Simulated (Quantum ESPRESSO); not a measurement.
```
CELL_PARAMETERS angstrom
      5.21057     0.00000     0.00000
     -2.60529     4.51249     0.00000
      0.00000     0.00000     6.07266
ATOMIC_POSITIONS crystal
  C  0.66667 0.33333 0.25000
  C  0.33333 0.66667 0.75000
  O  0.80964 0.61927 0.25000
  O  0.19036 0.38073 0.75000
  O  0.19036 0.80964 0.75000
  O  0.80964 0.19036 0.25000
  O  0.38073 0.19036 0.25000
  O  0.61927 0.80964 0.75000
  Na 0.33333 0.66667 0.25000
  Na 0.66667 0.33333 0.75000
  Na 0.00000 0.00000 0.50000
  Na 0.00000 0.00000 0.00000
```

The geometry is that of Materials Project entry mp-20495, symmetrised and not relaxed again.

Problem. What does LDA (pw.x of Quantum ESPRESSO, ONCV potentials, no spin-orbit coupling) give for the electronic structure near the Fermi level?

Solution. The LDA gap is direct, 3.14 eV at Γ. 

The structure is a Materials Project entry; no match was found in the copy of COD used, and its stability was not checked.
